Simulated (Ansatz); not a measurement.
OsCl4 in space group Cmmm (No. 65; Os on 2a, Cl on 4g, Cl on 4j), DFT-r²SCAN in the program Ansatz with PAW potentials, all energies at zero smearing, with the estimated change up to a 700 eV cutoff added, with one set of potentials and settings (totals compare only within such a set). Cell of 5 atoms (1 Os, 4 Cl): -15734.826 eV.

```
element                reference phase  E (eV/atom)
-------  -----------------------------  -----------
Os       P6_3/mmc, 2 atoms in the cell  -11397.6334
Cl           Cmce, 4 atoms in the cell   -1083.6259
```

Formation energy per atom, worked out: (-15734.826 − 1×(-11397.6334) − 4×(-1083.6259))/5 = -0.538 eV/atom (-52 kJ per mol of atoms), at 0 K, without zero-point energy or fitted corrections.

The first step of the workflow began from a Materials Project structure, measured or hypothetical; the Crystallography Open Database files this formula in space group No. 65, but the cells were not matched. Its standing as an ambient phase is unchecked. The r²SCAN relaxation kept the symmetry of its start; its stability against distortions is not shown here. Magnetic state: ferromagnetic, chosen from 5 collinear starts compared on coarse meshes (ties went to the first, and starts can fall back to one state), not a proven ground state. Other orbital occupations within this spin state were not tried. No Hubbard U is applied. A crystal of weakly bound chains computed without a dispersion correction: the cell and the soft elastic constants depend strongly on that. The references are the lowest solids computed at this level, not always the standard phases (solids in place of the gases). Scalar-relativistic: spin–orbit coupling is off unless named, which matters more the heavier the elements.

Potentials: the later of the program's two PAW sets.
